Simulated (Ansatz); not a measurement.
Input:

HgSe:
```cif
data_Hg4Se4
_chemical_formula_sum 'Se4 Hg4'
_space_group_name_H-M_alt 'F-43m'
_space_group_IT_number 216
_space_group_name_Hall 'F -4 2 3'
_cell_length_a 6.13286
_cell_length_b 6.13286
_cell_length_c 6.13286
_cell_angle_alpha 90.000
_cell_angle_beta 90.000
_cell_angle_gamma 90.000
loop_
_atom_site_label
_atom_site_type_symbol
_atom_site_symmetry_multiplicity
_atom_site_Wyckoff_symbol
_atom_site_fract_x
_atom_site_fract_y
_atom_site_fract_z
_atom_site_occupancy
Se1 Se 4 c 0.25000 0.25000 0.25000 1
Hg1 Hg 4 a 0.00000 0.00000 0.00000 1
```
(The calculation used a cell of 2 atoms; values per cell refer to that cell.)

This is the PBEsol-relaxed structure.

Task: All from plane-wave PAW PBEsol (Ansatz code), unless another level is named. Predict the electronic character.

Result: no gap, with almost no states at the Fermi level (zero-gap or semimetallic).

Task: Give the formation energy from the elements (no fitted shifts).

Result: -0.21 eV/atom.

Task: What about the gap with spin–orbit coupling?

Result: none (metallic).

The cell was relaxed with PBEsol under the symmetry of its start. The references are the lowest solids computed at this level, not always the standard phases. Spin–orbit coupling is left out wherever it is not named.

Potentials: the later of the program's two PAW sets.
